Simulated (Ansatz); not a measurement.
A: Nb (bcc, W type), a = b = c = 3.3096 Å, α = β = γ = 90.00°
B: Mo (bcc, W type), a = b = c = 3.161 Å, α = β = γ = 90.00°
C: Mg2Si (antifluorite type, space group Fm-3m), a = b = c = 6.364 Å, α = β = γ = 90.00°

Scan: energy against volume (even scaling of the relaxed cell, symmetry kept). All come from one method, each on a k mesh of its own. All were relaxed with their symmetry unable to fall. Mo is run without spin polarisation. Nb is run without spin polarisation. The PAW data are Ansatz's earlier set.

Question: Rank these by bulk modulus (fitted) (lowest first), as PBE (plane waves to 420 eV, PAW, scalar-relativistic; Ansatz, a quantum-chemistry and plane-wave program) gives it.

Answer: C (54.0 GPa), A (170 GPa), B (259 GPa)

(A scan under strain: stresses follow from slopes of the energy per volume, elastic moduli from its curvatures.)
